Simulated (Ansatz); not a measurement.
BaF2:
Space group Fm-3m (No. 225); a = b = c = 6.195 Å, α = β = γ = 90.00°

```
atom  site  symmetry       x       y       z
----  ----  --------  ------  ------  ------
Ba      4a      m-3m  0.0000  0.0000  0.0000
F       8c      -43m  0.2500  0.2500  0.2500
```
(The calculation used a cell of 3 atoms; values per cell refer to that cell.)

Relaxed with r²SCAN. r²SCAN (plane waves, PAW; program Ansatz) gives a gap of 7.41 eV.

Problem. What gap does HSE06 give on the same cell (Ansatz, PAW)?

Solution. 8.76 eV, 1.35 eV more. The hybrid was solved on a coarser mesh and at special points; the gap given is the minimum over both.

```csv
k,v1 r²SCAN,c1 r²SCAN,v1 HSE06,c1 HSE06
Γ,-0.10,7.41,-0.11,8.76
X,-0.17,7.76,?,?
L,-0.18,9.93,?,?
W,-0.23,8.03,?,?
K,-0.17,8.02,?,?
```

Problem. Top valence (v1) and lowest conduction level (c1) in eV from each method's valence maximum (which need not be a listed point): supply the withheld HSE06 values.

Solution. 
- W, v1 HSE06: -0.26
- W, c1 HSE06: 9.52
- K, v1 HSE06: -0.19
- K, c1 HSE06: 9.51
- X, v1 HSE06: -0.21
- X, c1 HSE06: 9.23
- L, v1 HSE06: -0.18
- L, c1 HSE06: 11.31

Cost on shared cores: the r²SCAN run (SCF on a 8×8×8 mesh, then bands and DOS) around 17 core-seconds (rough), the HSE06 run (SCF on 6×6×6, then a few points) very roughly 110 core-seconds; the tasks are unlike.

The r²SCAN relaxation kept the symmetry of its start. Scalar-relativistic: spin–orbit coupling is off unless named, which matters more the heavier the elements.

Potentials: the earlier of the program's two PAW sets. The files were generated under PBE; for other functionals the program regenerates the frozen cores, and for LDA and PBEsol the local potential too.
